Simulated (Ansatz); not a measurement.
BaGaHO$_{2}$:
```yaml
crystal:
  lattice:
    - [3.98003, 0.00000, 0.00000]
    - [0.00000, 3.98003, 0.00000]
    - [0.00000, 0.00000, 3.89773]
  atoms:
    - { symbol: Ba, position: [0.50000, 0.50000, 0.50000] }
    - { symbol: Ga, position: [0.00000, 0.00000, 0.00000] }
    - { symbol: O, position: [0.50000, 0.00000, 0.00000] }
    - { symbol: O, position: [0.00000, 0.50000, 0.00000] }
    - { symbol: H, position: [0.00000, 0.00000, 0.50000] }
```

Relaxed with r²SCAN. Special points in fractions of this cell's reciprocal vectors: Γ (0.000, 0.000, 0.000); X (0.000, 0.500, 0.000); M (0.500, 0.500, 0.000); Z (0.000, 0.000, 0.500); R (0.000, 0.500, 0.500); A (0.500, 0.500, 0.500).

### Question
List the band energies nearest the valence-band maximum at these points for the program Ansatz at the r²SCAN level (PAW).

### Answer
In eV from the valence-band maximum; about four levels below and three above (degenerate sets whole), none deeper than 8.9 eV; points with the same levels are listed once.

```
k                          below           above
-  -----------------------------  --------------
Γ        -1.72 -1.26 -0.61 -0.61  4.75 5.32 7.15
X        -2.01 -1.14 -1.01 -0.54  4.31 6.05 6.28
M  -2.02 -2.02 -0.92 -0.55 -0.07  4.55 8.20 8.20
Z        -2.16 -1.08 -1.08 -0.22  0.88 7.66 8.67
R        -2.30 -1.96 -0.89 -0.56  4.84 5.55 6.71
A         -0.91 -0.91 -0.52 0.00  6.81 6.81 6.99
```

Space group P4/mmm. The start of the workflow was typed in or built on a structure type; neither database checked (COD, Materials Project) lists it. Its standing as an ambient phase is unchecked. The cell was relaxed with r²SCAN under the symmetry of its start; whether a distortion lowers the energy is not shown. Scalar-relativistic: spin–orbit coupling is off unless named, which matters more the heavier the elements.

Potentials: the earlier of the program's two PAW sets.
